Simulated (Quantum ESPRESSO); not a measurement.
## Ir5MoNb2 in 5 site orders

These are calculations, not measurements. They come from Quantum ESPRESSO 7.5, a public plane-wave density functional program. Each row is one single-point run on a made-up periodic cell of eight metal atoms, with elements, volume, strain and displacements drawn at random and not relaxed, so a cell may be unstable or far from any real phase. There is no spin polarisation or spin-orbit coupling.

Settings: PBE unless stated; PseudoDojo standard norm-conserving files; Fermi-Dirac width 0.25 eV, which means electrons at about 2900 K; cutoff 1116 eV; 5 x 5 x 4 k mesh shifted half a step off Gamma. E is the free energy of the whole cell (internal energy minus TS), so a -TS column is already part of it. Stress is positive in tension, and the pressure P is minus a third of its trace.

Checks: one run of this series was repeated at a higher cutoff and on a denser mesh, which moved values by no more than 0.003 eV, 0.11 GPa and 0.018 eV/Å, and a second program with other atomic files agreed on it to 2 % rms in force and 0.5 GPa in pressure. Known limits: heavy elements are run without spin-orbit coupling, which real alloys of them have; a spin test at this wide smearing found no moment, but such smearing suppresses magnetism that the real alloy may have.

The lattice is hexagonal close-packed, and the cell vectors in Å are (-0.012, -0.063, -4.418); (0.026, 4.891, 0.070); (5.625, 0.030, 0.016), a volume of 121.53 Å³. The runs move one Mo atom among sites that otherwise hold Ir, on the same eight displaced sites. E is counted from run 1, and the rms force is over all 24 components. Nothing is relaxed, so E mixes bonding between neighbours with strain on unrelaxed sites, and it is not an ordering energy.

```
run  elements on sites 1 to 8  E (eV)  -TS (eV)  rms force (eV/Å)  largest force (eV/Å)  P (GPa)
  1   Ir Mo Nb Ir Nb Ir Ir Ir   0.000    -1.307             1.031                  2.52     8.64
  2   Ir Ir Nb Mo Nb Ir Ir Ir   0.837    -1.490             1.010                  2.56     9.46
  3   Ir Ir Nb Ir Nb Mo Ir Ir   0.817    -1.474             0.966                  2.11        ?
  4   Ir Ir Nb Ir Nb Ir Mo Ir   0.767    -1.485             1.014                  2.27     9.62
  5   Ir Ir Nb Ir Nb Ir Ir Mo  -0.054    -1.298             1.021                  2.70     8.69
```

## Worked fit

A straight line through the runs shown gives P = 8.70 + 1.04 E GPa with E in eV, an error of 0.15 on the slope and a scatter of 0.13 GPa. At this fixed volume the orders of higher energy tend to have the higher pressure.

## Withheld value

Question: what pressure should run 3 give?

The fit gives 9.55 ± 0.16 GPa. The calculation gave 9.17 GPa. This run lies off the fit by more than twice that error, so something that the fit leaves out matters here.
